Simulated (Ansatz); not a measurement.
## Profile along the Cd–Se line in CdSe (wurtzite)

CdSe (wurtzite)

```yaml
crystal:
  lattice:
    - [4.38279, 0.00000, 0.00000]
    - [-2.19140, 3.79561, 0.00000]
    - [0.00000, 0.00000, 7.15602]
  atoms:
    - { symbol: Cd, position: [0.66667, 0.33333, 0.00043] }
    - { symbol: Cd, position: [0.33333, 0.66667, 0.50043] }
    - { symbol: Se, position: [0.66667, 0.33333, 0.62477] }
    - { symbol: Se, position: [0.33333, 0.66667, 0.12477] }
```

Fields along a shortest Cd–Se line of a (1 -1 0 0) plane (2.69 Å), from Cd to Se, interpolated on the slice's grid (step about 0.3 Å). All values below come from PBE (plane waves to 420 eV, PAW, scalar-relativistic; Ansatz, a quantum-chemistry and plane-wave program). k mesh 9×9×5. Near the nuclei the fields are pseudised (PAW); where an atom keeps semicore shells as valence, they peak there. CdSe was relaxed with its symmetry unable to fall.

```json
[
 {"distance from Cd (Å)": "0.00", "valence electron density (e/Å³)": "24.93", "electron localisation function": "x", "density of the highest valence band (e/Å³)": "0.001", "density of the lowest conduction band (e/Å³)": "0.104"},
 {"distance from Cd (Å)": "0.13", "valence electron density (e/Å³)": "24.62", "electron localisation function": "x", "density of the highest valence band (e/Å³)": "0.003", "density of the lowest conduction band (e/Å³)": "0.104"},
 {"distance from Cd (Å)": "0.27", "valence electron density (e/Å³)": "19.63", "electron localisation function": "x", "density of the highest valence band (e/Å³)": "0.010", "density of the lowest conduction band (e/Å³)": "0.060"},
 {"distance from Cd (Å)": "0.40", "valence electron density (e/Å³)": "13.46", "electron localisation function": "x", "density of the highest valence band (e/Å³)": "0.015", "density of the lowest conduction band (e/Å³)": "0.016"},
 {"distance from Cd (Å)": "0.54", "valence electron density (e/Å³)": "7.93", "electron localisation function": "0.56", "density of the highest valence band (e/Å³)": "0.012", "density of the lowest conduction band (e/Å³)": "0.005"},
 {"distance from Cd (Å)": "0.67", "valence electron density (e/Å³)": "3.96", "electron localisation function": "0.45", "density of the highest valence band (e/Å³)": "0.006", "density of the lowest conduction band (e/Å³)": "0.011"},
 {"distance from Cd (Å)": "0.81", "valence electron density (e/Å³)": "1.75", "electron localisation function": "0.34", "density of the highest valence band (e/Å³)": "0.002", "density of the lowest conduction band (e/Å³)": "0.027"},
 {"distance from Cd (Å)": "0.94", "valence electron density (e/Å³)": "0.82", "electron localisation function": "0.23", "density of the highest valence band (e/Å³)": "0.003", "density of the lowest conduction band (e/Å³)": "0.034"},
 {"distance from Cd (Å)": "1.08", "valence electron density (e/Å³)": "0.47", "electron localisation function": "0.16", "density of the highest valence band (e/Å³)": "0.011", "density of the lowest conduction band (e/Å³)": "0.030"},
 {"distance from Cd (Å)": "1.21", "valence electron density (e/Å³)": "0.35", "electron localisation function": "0.21", "density of the highest valence band (e/Å³)": "0.022", "density of the lowest conduction band (e/Å³)": "0.020"},
 {"distance from Cd (Å)": "1.34", "valence electron density (e/Å³)": "0.35", "electron localisation function": "0.40", "density of the highest valence band (e/Å³)": "0.035", "density of the lowest conduction band (e/Å³)": "0.011"},
 {"distance from Cd (Å)": "1.48", "valence electron density (e/Å³)": "0.42", "electron localisation function": "0.61", "density of the highest valence band (e/Å³)": "0.051", "density of the lowest conduction band (e/Å³)": "0.008"},
 {"distance from Cd (Å)": "1.61", "valence electron density (e/Å³)": "0.54", "electron localisation function": "0.76", "density of the highest valence band (e/Å³)": "0.071", "density of the lowest conduction band (e/Å³)": "0.008"},
 {"distance from Cd (Å)": "1.75", "valence electron density (e/Å³)": "0.71", "electron localisation function": "0.81", "density of the highest valence band (e/Å³)": "0.094", "density of the lowest conduction band (e/Å³)": "0.020"},
 {"distance from Cd (Å)": "1.88", "valence electron density (e/Å³)": "1.04", "electron localisation function": "0.81", "density of the highest valence band (e/Å³)": "0.115", "density of the lowest conduction band (e/Å³)": "0.041"},
 {"distance from Cd (Å)": "2.02", "valence electron density (e/Å³)": "1.98", "electron localisation function": "0.76", "density of the highest valence band (e/Å³)": "0.121", "density of the lowest conduction band (e/Å³)": "0.067"},
 {"distance from Cd (Å)": "2.15", "valence electron density (e/Å³)": "4.63", "electron localisation function": "0.64", "density of the highest valence band (e/Å³)": "0.121", "density of the lowest conduction band (e/Å³)": "0.089"},
 {"distance from Cd (Å)": "2.29", "valence electron density (e/Å³)": "11.13", "electron localisation function": "x", "density of the highest valence band (e/Å³)": "0.096", "density of the lowest conduction band (e/Å³)": "0.094"},
 {"distance from Cd (Å)": "2.42", "valence electron density (e/Å³)": "23.55", "electron localisation function": "x", "density of the highest valence band (e/Å³)": "0.055", "density of the lowest conduction band (e/Å³)": "0.084"},
 {"distance from Cd (Å)": "2.56", "valence electron density (e/Å³)": "38.34", "electron localisation function": "x", "density of the highest valence band (e/Å³)": "0.017", "density of the lowest conduction band (e/Å³)": "0.066"},
 {"distance from Cd (Å)": "2.69", "valence electron density (e/Å³)": "45.40", "electron localisation function": "x", "density of the highest valence band (e/Å³)": "0.000", "density of the lowest conduction band (e/Å³)": "0.051"}
]
```

x: too close to a nucleus for the ELF to mean much. Band densities are of whole bands, smooth part only.

Density on the Cd–Se line (2.69 Å) at its density minimum, 1.3 Å from Cd: 0.34 e/Å³. ELF at that point: 0.3. ELF maximum in the middle third of the Cd–Se line: 0.81, 1.7 Å from Cd.
